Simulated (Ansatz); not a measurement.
MgO (rock salt, space group No. 225), a = b = c = 4.254 Å, α = β = γ = 90.00°; the cell used has 2 atoms.

Relaxed with PBE.

Which orbitals make up the states near the band edges in plane-wave PAW PBE (Ansatz code)?

Top 1 eV of the valence band: O 2p 98 %. Bottom 1 eV of the conduction band: Mg 3s 55 %, O 2s 34 %, O 2p 9 %. Projections are on Löwdin-orthogonalised atomic valence shells; empty p or d shells of many metals are not among them.

Tabulate the density of states.

States/eV per cell of 2 atoms, in 0.25 eV bins, energy from the valence-band maximum.

```csv
E (eV),total,O 2p,Mg 3s,O 2s
-4.60,0.00,0.00,0.00,0.00
-4.35,0.22,0.17,0.05,0.00
-4.10,0.50,0.40,0.10,0.00
-3.85,1.04,0.86,0.15,0.01
-3.60,2.36,2.00,0.27,0.03
-3.35,1.83,1.54,0.22,0.04
-3.10,0.72,0.60,0.08,0.02
-2.85,0.43,0.35,0.05,0.02
-2.60,0.80,0.71,0.05,0.02
-2.35,0.90,0.81,0.04,0.01
-2.10,0.97,0.90,0.03,0.01
-1.85,1.03,0.96,0.02,0.01
-1.60,1.29,1.22,0.03,0.01
-1.35,2.12,2.03,0.03,0.01
-1.10,2.68,2.60,0.02,0.00
-0.85,2.88,2.80,0.01,0.00
-0.60,2.52,2.47,0.00,0.00
-0.35,1.25,1.23,0.00,0.00
-0.10,0.46,0.45,0.00,0.00
0.15,0.00,0.00,0.00,0.00
0.40,0.00,0.00,0.00,0.00
0.65,0.00,0.00,0.00,0.00
0.90,0.00,0.00,0.00,0.00
1.15,0.00,0.00,0.00,0.00
1.40,0.00,0.00,0.00,0.00
1.65,0.00,0.00,0.00,0.00
1.90,0.00,0.00,0.00,0.00
2.15,0.00,0.00,0.00,0.00
2.40,0.00,0.00,0.00,0.00
2.65,0.00,0.00,0.00,0.00
2.90,0.00,0.00,0.00,0.00
3.15,0.00,0.00,0.00,0.00
3.40,0.00,0.00,0.00,0.00
3.65,0.00,0.00,0.00,0.00
3.90,0.00,0.00,0.00,0.00
4.15,0.00,0.00,0.00,0.00
4.40,0.00,0.00,0.00,0.00
4.65,0.01,0.00,0.01,0.00
4.90,0.02,0.00,0.01,0.01
5.15,0.03,0.00,0.02,0.01
5.40,0.04,0.00,0.02,0.01
5.65,0.05,0.01,0.03,0.02
5.90,0.07,0.01,0.04,0.02
6.15,0.08,0.01,0.04,0.02
6.40,0.10,0.02,0.05,0.02
6.65,0.12,0.02,0.07,0.03
6.90,0.14,0.03,0.08,0.03
7.15,0.17,0.03,0.10,0.03
7.40,0.21,0.04,0.12,0.03
7.65,0.30,0.05,0.16,0.04
7.90,0.44,0.05,0.19,0.04
8.15,0.46,0.05,0.19,0.03
8.40,0.46,0.05,0.19,0.03
8.65,0.48,0.05,0.20,0.03
8.90,0.49,0.05,0.20,0.02
9.15,0.55,0.05,0.21,0.02
```

Space group Fm-3m (rock salt). Symmetry was held in the PBE relaxation; phonons on a q-mesh show no instability. The volume moved by -31 % from the start of the relaxation.

Potentials: the later of the program's two PAW sets.
